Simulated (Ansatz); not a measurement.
**P: from a starting cell to a relaxed one**

The start is a relaxed P cell, doubled along one cell vector, shaken by Gaussian noise of σ = 0.08 Å a coordinate. The cell and all atomic positions are relaxed at zero pressure with r2SCAN (plane waves to 500 eV, PAW, scalar-relativistic; Ansatz, a program for electronic structure). First-step values are on the input's coarse k-mesh.

Ansatz input (later rounds restart from its end on a renewed k-mesh):
Ansatz 0.2 input:
```yaml
crystal:
  lattice:
    - [-4.9268232876, 4.9268232876, 2.4710736556]
    - [2.4634116438, -2.4634116438, 1.2355368278]
    - [2.4634116438, 2.4634116438, -1.2355368278]
  atoms:
    - { symbol: P, position: [0.3646489107, 0.2491558608, 0.5108392798] }
    - { symbol: P, position: [0.8670188349, 0.2544552941, 0.4949339] }
    - { symbol: P, position: [-0.0118035585, 0.0172373946, 0.00121619] }
    - { symbol: P, position: [0.5180803737, 0.0252930323, 0.0051913933] }
basis: { ecutwfc: 500, ecutrho_ratio: 4, xc_grid: 4, fft_grid_basis: typed }
kpoints: { mp_grid: { grid: [5, 10, 7] } }
hamiltonian:
  xc: r2scan
  dispersion: none
  pseudopotentials: { kind: paw }
scf: { occupations: { method: fermi_dirac, width: 0.05 } }
relax: { f_tol: 0.01, max_steps: 100, cell: { stress_tol: 0.02 } }
output: { forces: true, stress: true }
```

### Question
What is the largest force in the starting geometry, and on which atom (counted from 1)?

### Answer
0.51 eV/Å, on P4 (atoms numbered as listed).

### Question
How does the volume per atom move from start to end?

### Answer
+29.2 %, from 15.00 to 19.37 Å³/atom.

### Question
How do the shortest distances between atoms change?

### Answer
The closest pairs of elements (up to four, under 3.6 Å), start → end: P–P 2.40 → 2.23 Å.

### Question
Is the relaxed structure metallic? Give its gap.

### Answer
1.34 eV, indirect (valence top at 67 % of the way from Γ to H, conduction bottom at 20 % of the way from Γ to H) (no spin-orbit coupling).

### Question
Write out the relaxed structure.

### Answer

```cif
data_P8
_chemical_formula_sum 'P8'
_space_group_name_H-M_alt 'I213'
_space_group_IT_number 199
_space_group_name_Hall 'I 2b 2c 3'
_cell_length_a 5.37152
_cell_length_b 5.37152
_cell_length_c 5.37152
_cell_angle_alpha 90.000
_cell_angle_beta 90.000
_cell_angle_gamma 90.000
loop_
_atom_site_label
_atom_site_type_symbol
_atom_site_symmetry_multiplicity
_atom_site_Wyckoff_symbol
_atom_site_fract_x
_atom_site_fract_y
_atom_site_fract_z
_atom_site_occupancy
P1 P 8 a 0.20230 0.20230 0.20230 1
```
(The calculation used a cell of 4 atoms; values per cell refer to that cell.)

Final values are on a 9×9×9 k-mesh of the relaxed cell. No spin polarisation in the result.

The relaxed structure here is a generated cell of P: the first start was made by placing the elements on the sites of a structure type, and the end was not matched to a known phase here, so it may be hypothetical. Known forms of P include space group No. 64.
